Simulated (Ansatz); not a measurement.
Rigid (110) slab of Ta, space group Im-3m (No. 229):

```
CELL_PARAMETERS angstrom
2.84101 0.00000 0.00000
-0.94700 2.67853 0.00000
0.00000 0.00000 23.95903
ATOMIC_POSITIONS crystal
Ta 0.50000 0.50000 0.35477
Ta 0.00000 0.00000 0.45159
Ta 0.50000 0.50000 0.54807
Ta 0.00000 0.00000 0.64065
```

Method: Ansatz 0.2.0, DFT PBEsol, scalar-relativistic, plane waves, PAW. Cutoff 420 eV; k points 11×11×1 on the computed 5-atom cell (Γ-centred); Gaussian smearing, width 0.10 eV; no spin polarisation. A dipole correction removes the field between periodic images along c.

An adatom of C is held over the places (i/3, j/3) of the 1×1 surface cell, counted from the highest atom (Ta), and only its height relaxes; one adatom per 7.6 Å². This grid misses the bridge places.

(1) What is the energy landscape, counted from the lowest point of this grid?

Spin–orbit coupling is left out, which can shift energies with elements as heavy as these.

Results:

(1) Energies in eV:

```csv
i,j=0,j=1,j=2
0,2.44,1.41,1.41
1,1.41,1.01,0.00
2,1.41,0.00,1.01
```

Heights over the highest slab atom in Å:

```
i j=0   j=1   j=2
0  1.97  1.63  1.63
1  1.63  1.50  1.10
2  1.63  1.10  1.50
```